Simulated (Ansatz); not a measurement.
Ag:
```
Ag
1.0
    0.00000     2.02672     2.02672
    2.02672     0.00000     2.02672
    2.02672     2.02672     0.00000
Ag
1
Direct
  0.00000   0.00000   0.00000
```

Relaxed with PBEsol. Special points in fractions of this cell's reciprocal vectors: Γ (0.000, 0.000, 0.000); X (0.500, 0.000, 0.500); U (0.625, 0.250, 0.625); K (0.375, 0.375, 0.750); L (0.500, 0.500, 0.500); W (0.500, 0.250, 0.750).

Task: List the band energies nearest the Fermi level at these points for plane-wave PAW PBEsol (Ansatz code).

Result: In eV from the Fermi level; about four levels below and three above (degenerate sets whole), none deeper than 8.9 eV; … stands for higher levels left out; points with the same levels are listed once.

| k | below | above |
|---|---|---|
| Γ | -4.94 -4.94 -4.94 -3.84 -3.84 | 15.79 … |
| X | -6.52 -3.03 -2.78 -2.78 | 1.41 6.81 … |
| U | -5.77 -4.20 -3.61 -3.08 | 4.22 5.21 … |
| L | -4.96 -4.96 -3.00 -3.00 -0.63 | 3.63 … |
| W | -5.24 -5.24 -3.84 -2.78 | 5.91 5.91 … |

Space group Fm-3m (fcc (Cu type)). Symmetry was held in the PBEsol relaxation; phonons on a q-mesh show no instability. The run is not spin-polarised. Spin–orbit coupling is left out wherever it is not named.

Potentials: the earlier of the program's two PAW sets.
